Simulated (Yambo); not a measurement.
SiC (2H, space group P6_3mc, No. 186) under biaxial strain of +1 % along x and y, z relaxed: how the kernel and the scissor change the optical response along x (Yambo; 15×15×8 mesh, 31 bands, 4 Ry local-field block, 0.2 eV broadening). Axes are Cartesian, with cell vectors (Å) (3.11, 0.00, 0.00), (-1.55, 2.69, 0.00), (0.00, 0.00, 5.04).

```json
[
 {"level": "independent particles on PBEsol bands", "ε(0)": "7.36", "highest point of Im ε up to 20 eV": "6.62 eV"},
 {"level": "RPA with local fields on PBEsol bands", "ε(0)": "6.86", "highest point of Im ε up to 20 eV": "6.75 eV"},
 {"level": "RPA with local fields on PBEsol bands shifted by a G0W0 scissor of 1.00 eV", "ε(0)": "6.19", "highest point of Im ε up to 20 eV": "7.75 eV"},
 {"level": "TDDFT with the long-range kernel (α = 0.53, from Botti's fit to the run's own RPA ε∞) on PBEsol bands shifted by a G0W0 scissor of 1.00 eV", "ε(0)": "7.65", "highest point of Im ε up to 20 eV": "6.62 eV"}
]
```

Energies lie on a grid of 0.125 eV. The kernel's α comes from the scissored RPA value.

Electronic response only. Convergence of the RPA response with its 15×15×8 mesh was not tested. The scissor comes from a G0W0 run whose convergence isn't established.
